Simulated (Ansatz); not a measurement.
Space group Fm-3m (No. 225). a = 7.712 Å, b = 7.712 Å, c = 7.712 Å, α = 90.00°, β = 90.00°, γ = 90.00°
```tsv
atom	site	symmetry	x	y	z
K	8c	-43m	0.2500	0.2500	0.7500
Li	4b	m-3m	0.5000	0.0000	0.0000
Al	4a	m-3m	0.0000	0.0000	0.0000
H	24e	4m.m	0.2311	0.0000	0.0000
```

Equation of state of this K2LiAlH6 structure (not necessarily the ground state), with shape and atoms relaxed at each volume where symmetry leaves them free. All numbers below come from DFT PBEsol, scalar-relativistic, plane waves, PAW in Ansatz.

Plane waves to 420 eV, a k mesh through Γ of 6×6×6 on the computed 10-atom cell and Gaussian smearing (0.02 eV); no spin polarisation.

| V (Å³/atom) | E − E(largest V) (meV/atom) | P (GPa) | gap on mesh (eV) |
| --- | --- | --- | --- |
| 10.092 | 10.62 | 5.29 | 2.69 |
| 10.436 | 1.05 | 3.63 | 2.59 |
| 10.780 | -5.25 | 2.21 | 2.50 |
| 11.124 | -8.72 | 1.03 | 2.41 |
| 11.468 | -9.81 | 0.00 | 2.33 |
| 11.812 | -8.79 | -0.90 | 2.25 |
| 12.156 | -6.02 | -1.66 | 2.18 |
| 12.615 | 0.00 | -2.52 | 2.08 |

Q: Fit a third-order Birch–Murnaghan equation to E(V).

A: V0 = 11.47 Å³/atom, B0 = 32 GPa, B0' = 4.1.

Cost: 8 runs of about 1.6 core-minutes in all, on Intel Xeon Platinum 8259CL (Skylake/Cascade Lake) (shared hosts).